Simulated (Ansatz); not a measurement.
Relaxed Re (hcp, Mg type):

```xyz
4
Lattice="5.5502 0.0000 0.0000 -1.3876 2.4033 0.0000 0.0000 0.0000 4.4830" Properties=species:S:1:pos:R:3 pbc="T T T"
Re     0.0000     1.6022     3.3622
Re     2.7751     1.6022     3.3622
Re     1.3876     0.8011     1.1207
Re     4.1627     0.8011     1.1207
```

The atoms are displaced by Q × the pattern below (from a DFPT mode at M = (0.5, 0.0, 0.0), largest move 1; Q in Å), at fixed cell. (q is in reciprocal vectors of the primitive cell; the cell shown is doubled to hold the pattern.)

```csv
atom,x,y,z
Re1,0.866,0.500,0.000
Re2,-0.866,-0.500,0.000
Re3,0.866,0.500,0.000
Re4,-0.866,-0.500,0.000
```

All values below come from PBE (plane waves to 420 eV, PAW, scalar-relativistic; Ansatz, an electronic-structure program). k mesh 19×19×11 (Γ-centred), Fermi-Dirac smearing 0.05 eV. Energies are smeared free energies. With partly filled bands, energies and forces of such displacements shift with the k mesh and the smearing. Re is run without spin polarisation. Re was relaxed with its symmetry unable to fall. Spin-orbit coupling is left out, though Re is heavy. ΔE is measured from the undisplaced structure.

Question: Predict the ΔE (meV/cell) at Q (Å) = -0.083, -0.050, -0.033, -0.017, 0.017, 0.033, 0.083, 0.100.

Answer: 
| Q (Å) | ΔE (meV/cell) |
|---|---|
| -0.083 | 372 |
| -0.050 | 135 |
| -0.033 | 60 |
| -0.017 | 15 |
| 0.017 | 15 |
| 0.033 | 60 |
| 0.083 | 372 |
| 0.100 | 535 |

(For displaced atoms, the force is minus the slope of the energy, and its curvature is a force constant, which sets phonon frequencies.)
